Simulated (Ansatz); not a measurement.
SiGeC2:
```xyz
4
Lattice="3.1559 0.0000 0.0000 0.0000 3.1559 0.0000 0.0000 0.0000 4.4563" Properties=species:S:1:pos:R:3 pbc="T T T"
Ge     1.5780     1.5780     2.2282
Si     0.0000     0.0000     0.0000
C      1.5780     0.0000     3.4034
C      0.0000     1.5780     1.0529
```

The program Ansatz at the r²SCAN level (PAW) gives a gap of 1.80 eV without spin–orbit coupling, maximum at Γ, minimum at M.

What happens when spin–orbit coupling is switched on?

The gap drops by 0.02 eV, to 1.78 eV; maximum at Γ, minimum at M.

Give the electron effective mass with spin–orbit coupling.

0.23, 0.34, 0.37 mₑ (principal values).

Give the hole effective mass with spin–orbit coupling.

0.36, 0.44, 0.50 mₑ (principal values).

Space group P-4m2. The start of the workflow was typed in or built on a structure type; neither database checked (COD, Materials Project) lists it. Whether it is the stable phase at ambient conditions was not checked. The r²SCAN relaxation kept the symmetry of its start; its stability against distortions is not shown here.

Potentials: the later of the program's two PAW sets.
